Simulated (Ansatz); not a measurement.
**Compressing CsFe₂As₂: a fit and a missing row**

CsFe₂As₂, I4/mmm, a = 3.701 Å, c = 15.168 Å. The structure is a Materials Project entry; whether it is the stable form wasn't checked. Ansatz: PBEsol, PAW, 420 eV, Γ-centred 14×14×14 mesh on 5 atoms, Gaussian smearing 0.10 eV; collinear spin, largest moment 0.9 μB. Shape and atoms are relaxed at each volume; pressure is positive in compression.

| V (Å³/atom) | P (GPa) |
| --- | --- |
| 19.525 | ? |
| 20.148 | 1.70 |
| 20.771 | -0.01 |
| 21.394 | -1.41 |
| 22.017 | -2.56 |

**Question.** Take V0 = 20.771 Å³/atom, count pressures from its P0 = -0.01 GPa, fit the third-order Birch–Murnaghan form to the other rows, and predict the missing pressure.

**Answer.** With the Eulerian strain f = ½[(V0/V)^(2/3) − 1] and y = (P − P0)/[3f(1 + 2f)^(5/2)], the form is the line y = B0 + 1.5 B0 (B0′ − 4) f. Rows (f, y): 0.01025, 52.9; -0.00975, 50.3; -0.01905, 49.2. Means f = -0.006183, y = 50.800; Σ(Δf)² = 0.0004483, ΣΔfΔy = 0.05688; the slope is their ratio. y = 51.58 + 126.9 f GPa, so B0 = 51.6 GPa and B0′ = 4 + 2 × (126.9)/(3 × 51.58) = 5.64. At V = 19.525, f = 0.02105, y = 54.25 and P = 3.79 GPa. The run gave 3.76 GPa, so the fit is 0.03 GPa too high, a small miss on the scale of the series. The form still works here, 33 % of the fitted range beyond its end.

Only parallel moments were tried here.